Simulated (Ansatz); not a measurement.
# Cu$_{3}$Te at several levels of theory

Method: plane-wave DFT with PAW (Ansatz). The atoms stay where they are, in a cell that isn't relaxed at these levels; pressure is positive in compression. Spin–orbit coupling is left out, which matters for the gaps of heavy elements.

```yaml
crystal:
  lattice:
    - [3.94666, 0.00000, 0.00000]
    - [0.00000, 3.94666, 0.00000]
    - [0.00000, 0.00000, 3.94666]
  atoms:
    - { symbol: Cu, position: [0.00000, 0.50000, 0.50000] }
    - { symbol: Cu, position: [0.50000, 0.00000, 0.50000] }
    - { symbol: Cu, position: [0.50000, 0.50000, 0.00000] }
    - { symbol: Te, position: [0.00000, 0.00000, 0.00000] }
```

| Quantity | Value |
| --- | --- |
| occupation rule | Gaussian smearing, 0.1 eV |
| spin treatment | unpolarised |

| functional | mesh | cutoff (eV) | gap on mesh (eV) | P (GPa) |
| --- | --- | --- | --- | --- |
| PBE | 10×10×10 | 420 | metal | 0.7 |
| PBEsol | 10×10×10 | 420 | metal | -5.2 |

(1) What do the runs give for LDA, r2SCAN?

Results:

(1) They give:

```json
{"functional": "LDA", "mesh": "10×10×10", "cutoff (eV)": "420", "gap on mesh (eV)": "metal", "P (GPa)": "-8.8"}
{"functional": "r2SCAN", "mesh": "10×10×10", "cutoff (eV)": "500", "gap on mesh (eV)": "metal", "P (GPa)": "-2.5"}
```